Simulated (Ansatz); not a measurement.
C:
```xyz
4
Lattice="2.4531 0.0000 0.0000 -1.2266 2.1245 0.0000 0.0000 0.0000 6.7693" Properties=species:S:1:pos:R:3 pbc="T T T"
C      0.0000     0.0000     1.6923
C      0.0000     0.0000     5.0770
C      0.0000     1.4163     1.6923
C      1.2266     0.7082     5.0770
```

Relaxed with r²SCAN+D4. Special points in fractions of this cell's reciprocal vectors: Γ (0.000, 0.000, 0.000); M (0.500, 0.000, 0.000); K (0.333, 0.333, 0.000); A (0.000, 0.000, 0.500); L (0.500, 0.000, 0.500); H (0.333, 0.333, 0.500).

Problem. List the band energies nearest the Fermi level at these points for r²SCAN+D4 in the plane-wave PAW code Ansatz.

Solution. In eV from the Fermi level; about four levels below and three above (degenerate sets whole), none deeper than 8.9 eV; … stands for higher levels left out; points with the same levels are listed once.

```
k                    below                above
-  -----------------------  -------------------
Γ  -3.27 -3.27 -3.25 -3.25       4.29 8.73 8.73
M  -6.91 -6.86 -2.98 -2.30       1.57 2.27 7.58
K        -0.67 -0.07 -0.07     0.68 11.51 11.51
A  -3.26 -3.26 -3.26 -3.26          6.99 6.99 …
L  -6.88 -6.88 -2.58 -2.58  1.73 1.73 7.77 7.77
H  -0.04 -0.04 -0.03 -0.03        10.53 10.53 …
```

Space group P6_3/mmc (graphite). Symmetry was held in the r²SCAN+D4 relaxation. The Fermi level of a semimetal is unsure by some 0.05 eV on such meshes.

Potentials: the later of the program's two PAW sets.
